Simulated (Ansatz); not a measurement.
AlBN2 in space group P3m1 (No. 156; B on 1b, N on 1b, Al on 1c, N on 1c), PBEsol in the plane-wave PAW code Ansatz. The conduction-band minimum lies at K, with 2 equivalent valleys. Second derivatives d²E/dk² of the lowest band at one valley (eV·Å²), along Cartesian directions:

| direction | d²E/dk² |
|---|---|
| [100] | 12.32 |
| [010] | 12.32 |
| [001] | 21.93 |
| [110] | 12.32 |
| [101] | 17.12 |
| [011] | 17.12 |

Task: Find the principal effective masses, the density-of-states mass and the conductivity mass.

Result: Off-diagonal terms follow from H_xy = H[110] − (H_xx + H_yy)/2, and m*/mₑ = 7.620 eV·Å² over each eigenvalue: 0.35, 0.62, 0.62. One valley's DOS mass (m₁m₂m₃)^(1/3) = 0.51, conductivity mass 3/(Σ 1/mᵢ) = 0.49 mₑ.

Task: What effective density of states Nc follows at 300 K for parabolic valleys?

Result: Nc = 2.509e19 × 2 × (0.51)^(3/2) ≈ 1.8e19 cm⁻³.

Task: With the computed static dielectric constant 10.4 (mean of the diagonal), estimate a hydrogenic donor's binding energy and radius.

Result: E = 13.606 eV × 0.49/10.4² ≈ 62 meV; a = 0.529 Å × ε/m* ≈ 11 Å. Semilocal masses tend to be too small when the gap is underestimated.

The start of the workflow was typed in or built on a structure type; neither database checked (COD, Materials Project) lists it. Its standing as an ambient phase is unchecked. The PBEsol relaxation kept the symmetry of its start; whether a distortion lowers the energy is not shown.

Potentials: the earlier of the program's two PAW sets. The files were generated under PBE; for other functionals the program regenerates the frozen cores, and for LDA and PBEsol the local potential too.
